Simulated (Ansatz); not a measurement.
VN (rock salt, Fm-3m) at seven volumes, LDA in the plane-wave PAW code Ansatz, scaled uniformly. One row is withheld.

| V (Å³/atom) | P (GPa) |
|---|---|
| 7.512 | 42.24 |
| 7.760 | ? |
| 8.008 | 11.89 |
| 8.255 | -0.03 |
| 8.503 | -10.19 |
| 8.751 | -18.86 |
| 8.998 | -26.24 |

Question: Fit the shown pressures and predict the withheld one.

Answer: P = (3/2)B₀(x^(7/2) − x^(5/2))[1 + (3/4)(B′ − 4)(x − 1)] with x = (V₀/V)^(2/3). Least squares on the six rows gives V₀ = 8.255 Å³/atom, B₀ = 366 GPa, B′ = 4.28. At V = 7.760, x = 1.0421 and P = 25.84 GPa. The run itself gave 25.86 GPa.

Symmetry was held in the LDA relaxation; of distortions, only those at the zone centre were tested. The run is not spin-polarised.

Potentials: the later of the program's two PAW sets.
